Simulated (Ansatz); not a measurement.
fluorite-structured PbTe2

The computed numbers are results of PBEsol, scalar-relativistic (no spin polarisation) in the plane-wave PAW code Ansatz at 420 eV, Γ-centred 8×8×8 mesh, 0.05 eV Gaussian smearing; PAW files: Ansatz's generated set soft_2.

```yaml
crystal:
  lattice:
    - [0.00000, 3.73237, 3.73237]
    - [3.73237, 0.00000, 3.73237]
    - [3.73237, 3.73237, 0.00000]
  atoms:
    - { symbol: Pb, position: [0.00000, 0.00000, 0.00000] }
    - { symbol: Te, position: [0.25000, 0.25000, 0.25000] }
    - { symbol: Te, position: [0.75000, 0.75000, 0.75000] }
```

The cell came from substitution into a structure type; whether the compound takes it is for experiment to say.

The cell has space group Fm-3m (read at 0.01 Å). In it the stress is -0.08, -0.08, -0.08, 0.00, 0.00, 0.00 GPa and the largest force component 0.000 eV/Å. Each change below starts from this cell, without further relaxation. Stress is in GPa, positive in compression, in the order xx, yy, zz, yz, xz, xy; energies are counted from the cell above and are free energies with the smearing's entropy, which match forces and stress in a metal.

Q: One atom was moved along a Cartesian axis, and these forces appeared. Which atom, and about how far?
```tsv
atom	Fx (eV/Å)	Fy	Fz
Pb1	0.027	0.000	0.000
Te2	-0.038	0.000	0.000
Te3	0.011	0.000	0.000
```

A: Atom 2 (Te) is moved by 0.02 Å along x; the energy changes by 0.4 meV per cell.

Q: A single strain component, atoms carried along, gave the stress 0.15, -1.76, -1.76, 0.00, 0.00, 0.00. Which component, and about how large?

A: An engineering strain of 3 % in xx; the energy changes by 0.5 meV per cell.

These numbers lack spin–orbit coupling.
